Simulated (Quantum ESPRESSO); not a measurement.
# Kohn-Sham bands of HfO2 (P4₂/nmc)

```
HfO2
1.0
    3.55802     0.00000     0.00000
    0.00000     3.55802     0.00000
    0.00000     0.00000     5.17186
Hf O
2 4
Direct
  0.50000   0.50000   0.50000
  0.00000   0.00000   0.00000
  0.00000   0.50000   0.69721
  0.00000   0.50000   0.19721
  0.50000   0.00000   0.80279
  0.50000   0.00000   0.30279
```

Materials Project entry mp-1018721; symmetrised, unrelaxed at this level. Not found in the COD (Crystallography Open Database) copy used, which has the formula in other groups; not checked further. Computed values, not measurements, from PBEsol: Quantum ESPRESSO (norm-conserving PseudoDojo potentials, cutoff 68 Ry, no spin polarisation, no spin-orbit coupling) on a Γ-centred 8×8×6 mesh, then Wannier90. Density: 10×10×6 mesh, cold smearing 0.01 Ry. Spin-orbit coupling is left out although heavy elements are present.

**Question.** List the Kohn-Sham levels between −8 and 7.7 eV relative to the valence-band maximum at the high-symmetry points, as a band run of pw.x on that density gives them (levels within 2 meV counted together).

**Answer.** 
```
point  k (reciprocal lattice)                                                                                                     levels (eV)
-----  ----------------------  --------------------------------------------------------------------------------------------------------------
Γ           0.000 0.000 0.000  -5.40, -4.81, -4.61 (×2), -2.66 (×2), -1.32 (×2), -0.70, -0.12, -0.08 (×2), 4.68, 4.73, 5.96, 6.21, 6.45, 7.60
X           0.000 0.500 0.000         -4.49 (×2), -3.20 (×2), -3.09 (×2), -2.20 (×2), -1.44 (×2), -0.14 (×2), 5.12 (×2), 6.16 (×2), 7.50 (×2)
M           0.500 0.500 0.000         -5.79 (×2), -2.93 (×2), -2.86 (×2), -1.08 (×2), -0.80 (×2), -0.55 (×2), 5.74 (×2), 6.17 (×2), 7.33 (×2)
Z           0.000 0.000 0.500                     -4.07 (×2), -3.78 (×2), -3.39 (×2), -2.75 (×2), -0.64 (×2), 0.00 (×2), 5.39 (×2), 5.70 (×2)
R           0.000 0.500 0.500         -4.00 (×2), -3.63 (×2), -2.82 (×2), -1.93 (×2), -1.40 (×2), -0.96 (×2), 5.27 (×2), 5.63 (×2), 7.57 (×2)
A           0.500 0.500 0.500                     -4.55 (×2), -4.54 (×2), -1.93 (×4), -1.44 (×2), -0.04 (×2), 5.99 (×2), 6.29 (×2), 7.46 (×4)
```
